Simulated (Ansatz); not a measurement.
A distorted cell of BeS (zinc blende):

```yaml
crystal:
  lattice:
    - [0.00000, 2.34054, 2.52778]
    - [2.34054, 0.00000, 2.52778]
    - [2.34054, 2.34054, 0.00000]
  atoms:
    - { symbol: S, position: [0.25000, 0.25000, 0.25000] }
    - { symbol: Be, position: [0.00000, 0.00000, 0.00000] }
```

Calculation: r2SCAN (plane waves to 500 eV, PAW, scalar-relativistic; Ansatz, a first-principles code). k mesh 12×12×12 (Γ-centred), Fermi-Dirac smearing 0.05 eV. Energies are smeared free energies. Compression counts positive. BeS was relaxed with its symmetry unable to fall.

Q: What is the stress tensor (GPa)?

A: 
```
   7.30     0.00     0.00
   0.00     7.30     0.00
   0.00     0.00    -1.85
```
The pressure, a third of the trace, is 4.25 GPa.

Q: It is the relaxed cell deformed to V/V₀ = 0.960, (c/a)/(c/a)₀ = 1.080, c along z, fractional positions held. What is its energy relative to the relaxed cell?

A: 26.9 meV/atom.

(Under strain, the slope of the energy per volume gives the stress and its curvature an elastic modulus.)
